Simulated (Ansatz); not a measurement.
TiCo (CsCl type, Pm-3m) under volume change, PBE in the plane-wave PAW code Ansatz, scaled uniformly.

| V (Å³/atom) | E − E(relaxed) (meV/atom) | P (GPa) |
|---|---|---|
| 12.109 | … | … |
| 12.508 | 26.9 | 11.34 |
| 12.907 | 6.4 | 5.28 |
| 13.307 | 0.0 | -0.01 |
| 13.706 | 5.9 | -4.58 |
| 14.105 | 22.3 | -8.50 |
| 14.504 | … | … |

Q: Complete the blanks.

A: 
- 14.504, E − E(relaxed) (meV/atom): 47.8
- 14.504, P (GPa): -11.85
- 12.109, E − E(relaxed) (meV/atom): 63.7
- 12.109, P (GPa): 18.40

Q: What does a third-order Birch–Murnaghan fit give for V₀, B₀ and B′?

A: V₀ = 13.31 Å³/atom, B₀ = 163 GPa, B′ = 3.9.

The cell was relaxed with PBE under the symmetry of its start. Spin order of the final state: ferromagnetic, chosen from 3 collinear starts compared on coarse meshes (ties went to the first, and starts can fall back to one state), not a proven ground state.

Potentials: the later of the program's two PAW sets.
